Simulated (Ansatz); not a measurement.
**Calculated contact hyperfine fields for MnF2**

Cell: a COD entry, its atoms then relaxed with PBE in this cell.

```
CELL_PARAMETERS angstrom
4.87380 0.00000 0.00000
0.00000 4.87380 0.00000
0.00000 0.00000 3.31070
ATOMIC_POSITIONS crystal
Mn 0.00000 0.00000 0.00000
Mn 0.50000 0.50000 0.50000
F 0.30441 0.30441 0.00000
F 0.19559 0.80441 0.50000
F 0.69559 0.69559 0.00000
F 0.80441 0.19559 0.50000
```

Sites (sets of like atoms) are named by element and the number of their first atom in this list.

Computed with Ansatz: DFT, PBE, plane waves and PAW, scalar-relativistic, collinear spin, 420 eV cutoff, Γ-centred 5×5×7 k-points, Fermi–Dirac smearing 0.02 eV. Start moments as typed (μB): 5 -5 0 0 0 0 by atom.

B_c = (2μ₀/3)μB(ρ↑ − ρ↓), with the spin density averaged over the Thomson radius around the nucleus, 7.77 T per e/Å³, positive along the up direction of the run. The valence column is what the valence and semicore waves of the PAW files give as listed; the rest comes from solving these waves and the inner shells again in each spin's potential.

(1) What moments and contact fields does each site carry?

Answers

(1) The cell's net moment is 0.00 μB. One atom of each set is listed; on Mn and F some atoms of the set carry the same values with the opposite sign.

```tsv
site	atom	m (μB)	B_c (T)	valence column (T)	rest (T)
Mn	1	4.14	-40.8	34.6	-75.4
F	3	-0.03	-3.2	-3.7	0.6
```

On Mn the field amounts to -9.9 T per μB of the site's moment: core polarisation sets it against the moment.

The magnetic order is the one that the run reached from its start moments, not necessarily the measured one. Semilocal functionals underestimate core polarisation, so for a given moment the contact field on a magnetic ion comes out too small, by up to a factor of two. Orbital and dipolar fields are left out; they are small for half-filled shells and for d³ or d⁸ ions in regular octahedra, but can rival the contact field on other open-shell ions. The positions come from a relaxation that may have had another order of the moments.
